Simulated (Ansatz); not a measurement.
**Which functional gave which column?**

TiN in space group Fm-3m was relaxed by PAW and its elastic moduli (Hill averages, relaxed ions; θ_D from sound speeds over directions) computed by PAW on Ansatz 0.2.0's default frozen-core files (fitted under PBE), scalar-relativistic, once under each of LDA, PBEsol, r²SCAN.

| quantity | A | B | C |
| --- | --- | --- | --- |
| volume (Å³/atom) | 9.29 | 9.08 | 9.48 |
| cell | a = 4.205 Å | a = 4.172 Å | a = 4.233 Å |
| B | 300 GPa | 319 GPa | 295 GPa |
| G | 200 GPa | 211 GPa | 200 GPa |
| C11 | 641 GPa | 689 GPa | 614 GPa |
| C44 | 170 GPa | 176 GPa | 178 GPa |
| ν | 0.226 | 0.229 | 0.223 |
| θ_D | 940 K | 961 K | 945 K |

Task: Which column belongs to which functional?

Result: A is PBEsol, B is LDA, C is r²SCAN. The volumes rise from LDA over PBEsol to r²SCAN here. LDA's overbinding makes it the smallest as a rule; the order of the other two is common but has exceptions.

Settings: (A) k mesh 18×18×18, strains of ±0.005, Fermi-Dirac smearing of 0.100 eV, cutoff 420 eV. (B) k mesh 18×18×18, strains of ±0.005, Fermi-Dirac smearing of 0.100 eV, cutoff 420 eV. (C) k mesh 18×18×18, strains of ±0.005, Fermi-Dirac smearing of 0.100 eV, cutoff 500 eV.

Limits of these numbers: frozen-core PAW files fitted under PBE, their cores solved anew for the functional of the run; responses of metals move with mesh and smearing.
